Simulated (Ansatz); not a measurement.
Si$_{2}$W, one cell by several methods

```
Si W
1.0
    -1.60600    1.60600    3.94000
     1.60600   -1.60600    3.94000
     1.60600    1.60600   -3.94000
Si W
2 1
Direct
  0.33300 0.33300 0.00000
  0.66700 0.66700 0.00000
  0.00000 0.00000 0.00000
```

Atom numbers follow the list: Si1, Si2, W3.

The geometry is COD entry 1010283, unchecked; take it as a test cell. It differs from other determinations.

No spin–orbit coupling, which matters for the heavy atoms here.

Levels of theory: DFT, PBEsol, PAW with Ansatz's default frozen-core files, scalar-relativistic (Ansatz 0.2.0); DFT, PBEsol, all-electron LAPW, scalar-relativistic (Ansatz 0.2.0).

For PAW: a Γ-centred 18×18×18 k mesh, Fermi–Dirac smearing of 0.03 eV, cutoff 420 eV, no spin polarisation; the PAW files were made with PBE, and the program remakes their frozen cores for this functional. LAPW targets a basis error of 0.5 meV/atom. The Ansatz runs share mesh, smearing and spin set-up. Plane-wave (PAW) pressures include the program's estimate of the Pulay term.

Stress and pressure are positive in compression.

Levels count from the Fermi level.

PAW results:

```csv
quantity,PAW
pressure (GPa),-3.54
stress xx (GPa),-2.64
stress zz (GPa),-5.35
"force on Si1, z (eV/Å)",0.278
highest filled level at Γ (eV),-2.839
lowest empty level at Γ (eV),0.677
highest filled level at M (eV),-0.512
lowest empty level at M (eV),0.849
```

**Question.** What does LAPW (all electrons) give for the same quantities?

**Answer.** 
```json
{"quantity": "pressure (GPa)", "LAPW": "-3.56"}
{"quantity": "stress xx (GPa)", "LAPW": "-2.65"}
{"quantity": "stress zz (GPa)", "LAPW": "-5.39"}
{"quantity": "force on Si1, z (eV/Å)", "LAPW": "0.280"}
{"quantity": "highest filled level at Γ (eV)", "LAPW": "-2.840"}
{"quantity": "lowest empty level at Γ (eV)", "LAPW": "0.677"}
{"quantity": "highest filled level at M (eV)", "LAPW": "-0.513"}
{"quantity": "lowest empty level at M (eV)", "LAPW": "0.849"}
```
